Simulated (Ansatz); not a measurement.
## Property card for Ta$_{2}$BN

Ta₂BN:
```cif
data_B3N3Ta6
_chemical_formula_sum 'Ta6 N3 B3'
_space_group_name_H-M_alt 'R-3m :H'
_space_group_IT_number 166
_space_group_name_Hall '-R 3 2"'
_cell_length_a 3.18630
_cell_length_b 3.18630
_cell_length_c 15.71623
_cell_angle_alpha 90.000
_cell_angle_beta 90.000
_cell_angle_gamma 120.000
loop_
_atom_site_label
_atom_site_type_symbol
_atom_site_symmetry_multiplicity
_atom_site_Wyckoff_symbol
_atom_site_fract_x
_atom_site_fract_y
_atom_site_fract_z
_atom_site_occupancy
Ta1 Ta 6 c 0.00000 0.00000 0.25305 1
N1 N 3 b 0.00000 0.00000 0.50000 1
B1 B 3 a 0.00000 0.00000 0.00000 1
```
(The calculation used a cell of 4 atoms; values per cell refer to that cell.)

Space group R-3m (No. 166); conventional cell a = b = 3.1863 Å, c = 15.7162 Å, α = β = 90.00°, γ = 120.00°.

Method: the program Ansatz at the PBE level (PAW). Structure relaxed to zero pressure with the same functional. Other levels are named where they apply.

**Cell and energy**

```json
{
  "volume_per_atom": "11.52 Å³",
  "density": "13.94 g/cm³",
  "Formation energy from the elements (no fitted shifts)": "-781 meV/atom"
}
```

**Electronic structure**

```json
{
  "electronic_character": "metallic (no gap)",
  "Density of states at the Fermi level": "0.31 states/eV per atom (mean over ±0.08 eV)"
}
```

**Mechanics**

```json
{
  "Bulk modulus (Birch–Murnaghan fit)": "2810 kbar",
  "Pressure derivative B′": "4.3"
}
```

The start of the workflow was typed in or built on a structure type; neither database checked (COD, Materials Project) lists it. Whether it is the stable phase at ambient conditions was not checked. Symmetry was held in the PBE relaxation; its stability against distortions is not shown here. No spin polarisation was allowed. The references are the lowest solids computed at this level, not always the standard phases (solids in place of the gases). Scalar-relativistic: spin–orbit coupling is off unless named, which matters more the heavier the elements.

Potentials: the earlier of the program's two PAW sets.
